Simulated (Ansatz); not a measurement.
A crystal relaxed with r2SCAN in the PAW code Ansatz has space group I-42m (No. 121) and a = 5.454 Å, c = 10.837 Å.

| atom | site | x | y | z |
| --- | --- | --- | --- | --- |
| B | 2a | 0.0000 | 0.0000 | 0.0000 |
| Xx | 8i | 0.2220 | 0.2220 | 0.1153 |
| Ga | 4d | 0.0000 | 0.5000 | 0.2500 |
| Ga | 2b | 0.5000 | 0.5000 | 0.0000 |

With r2SCAN the valence top lies at Γ and the conduction bottom at X, 1.19 eV higher; the smallest vertical gap, at Γ, is 1.23 eV. The lowest empty level at Γ lies only 38 meV higher, so the place of the conduction bottom isn't settled. With HSE06 the valence top lies at Γ and the conduction bottom at X, 1.60 eV higher; the smallest vertical gap, at Γ, is 1.64 eV. The PBE gap is direct at Γ: 0.88 eV. The lowest empty level at X lies only 2 meV higher, so the place of the conduction bottom isn't settled. Meshes: r2SCAN 6×6×6, HSE06 4×4×4, PBE 6×6×6.

Task: Which element is Xx?
A. N
B. As
C. P
D. Sb

Result: B. Xx is As: an ordered 8-atom cell of Ga3BAs4 on the zincblende lattice (I-42m). B has 4 As at 2.12 Å; As has 1 B at 2.12 Å and 3 Ga at 2.43–2.48 Å; Ga has 4 As at 2.43 Å; Ga has 4 As at 2.48 Å.

These are computed values for a spin-unpolarised cell that may be hypothetical; none is a measurement.

Spin-orbit coupling is left out.

The meshes of the hybrids are coarse, so their gaps aren't converged to the digits shown.
